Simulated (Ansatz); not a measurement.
Field gradients of Si₃N₄ from run to run

Cell of run 1: an entry of the Crystallography Open Database (COD).

Space group P6_3/m (No. 176); a = 7.6374, c = 2.9220 Å, γ = 120.00°.

```
site  Wyckoff  site symmetry       x       y       z
  Si       6h            m..  0.1921  0.7662  0.2500
  N7       2c           -6..  0.3333  0.6667  0.2500
  N9       6h            m..  0.3395  0.0354  0.2500
```

One atom of each set is listed.

Relaxed positions (PBE, cell held):

Si (0.1745, 0.7684, 0.2500)
N7 (0.3333, 0.6667, 0.2500)
N9 (0.3299, 0.0304, 0.2500)

All runs are DFT with Ansatz 0.2.0 (plane waves and PAW, scalar-relativistic unless spin–orbit coupling is named, Γ-centred meshes, Fermi–Dirac smearing where given) in this cell.

Run 1: PBE, gradients read without the response of the cores, atoms as given; 420 eV, 4×4×9 k-points, smearing 0.02 eV.
Run 2: PBE, gradients read without the response of the cores, atoms relaxed; 420 eV, 4×4×9 k-points, smearing 0.02 eV.
Run 3: r2SCAN, gradients read without the response of the cores, at the relaxed atoms; 500 eV, 4×4×9 k-points, smearing 0.02 eV.

```csv
run,Si V_zz (η),N7 V_zz (η),N9 V_zz (η)
1,-3.64 (0.19),-3.13 (0.00),-6.15 (0.22)
2,?,?,?
3,0.88 (0.29),-5.32 (0.00),-5.30 (0.08)
```

V_zz in 10²¹ V/m².

(1) Estimate the row of run 2.

Answers

(1) Si: 0.88 (0.32); N7: -5.22 (0.00); N9: -5.28 (0.07). It lies nearest to run 3, from whose tensors on these sites it differs by 0.10 at most (largest principal value of the difference, on N7). Taken one at a time, the positions of the atoms (as given or relaxed) move the tensors on these sites by up to 3.05 (largest principal value of the change, on Si), the functional (r2SCAN with its higher cutoff) by 0.10 (N7). On some sites the largest principal value moves to another axis from run to run, and the sign of V_zz can flip with it.

The database positions were far from equilibrium, so the relaxed structure may not be the compound's real one. In run 1 the atoms aren't at the calculated equilibrium (largest force 7.4 eV/Å). The cell isn't the equilibrium one in run 1 (calculated pressure 8 GPa, with larger principal stresses), and the entry's cell may itself be off. Run 1: The database positions are far from the calculated equilibrium, so these values describe the entry as written and may be far from the real compound's.
